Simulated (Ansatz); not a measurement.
Relaxed InSb (zinc blende):

```yaml
crystal:
  lattice:
    - [0.00000, 6.63461, 6.63461]
    - [3.31730, 0.00000, 3.31730]
    - [3.31730, 3.31730, 0.00000]
  atoms:
    - { symbol: Sb, position: [0.37500, 0.75000, 0.75000] }
    - { symbol: Sb, position: [0.87500, 0.75000, 0.75000] }
    - { symbol: In, position: [0.00000, 0.00000, 0.00000] }
    - { symbol: In, position: [0.50000, 0.00000, 0.00000] }
```

In each cell atom 3 (In, nearest neighbour Sb at 2.873 Å; its periodic images, 4.7 Å or more away, move with it) moves by s·(0.577, 0.577, 0.577) (along Cartesian [111]), the rest being held.

Method: PBE (plane waves to 420 eV, PAW, scalar-relativistic; Ansatz, a quantum-chemistry and plane-wave program). k mesh 5×10×10 (Γ-centred), Fermi-Dirac smearing 0.05 eV. The energy includes the smearing's −TS. Left out: 1 of 11 points, with atoms too close for the PAW data. With partly filled bands, energies and forces of such displacements shift with the k mesh and the smearing. At this level the bands of InSb touch or barely overlap; measurements give the solid a gap. InSb was relaxed with its symmetry unable to fall. Spin-orbit coupling is left out, though Sb is heavy. ΔE is measured from the undisplaced structure. The last digit holds for this mesh only.

| s (Å) | ΔE (meV/cell) |
|---|---|
| -0.688 | 2872.5 |
| -0.516 | 1316.1 |
| -0.344 | 486.1 |
| -0.172 | 102.2 |
| 0.000 | 0.0 |
| 0.172 | 72.7 |
| 0.344 | withheld |
| 0.516 | 456.3 |
| 0.688 | 674.5 |
| 0.860 | 868.3 |

Fit a polynomial form (powers 2, 3, 4) to the given rows and predict ΔE at s = 0.344.

Least squares on the 9 given rows: ΔE = (2992)·s² + (-3371)·s³ + (1489)·s⁴, in meV/cell with s in Å; root-mean-square residual 23.01 meV/cell. At 0.344 the fit gives 237.7 meV/cell; the calculation gives 243.2 meV/cell, so the interpolation is off by -5.5 (-2.3 %). The quadratic term alone would give 354.1 meV/cell.

(For displaced atoms, the force is minus the slope of the energy, and its curvature is a force constant, which sets phonon frequencies.)
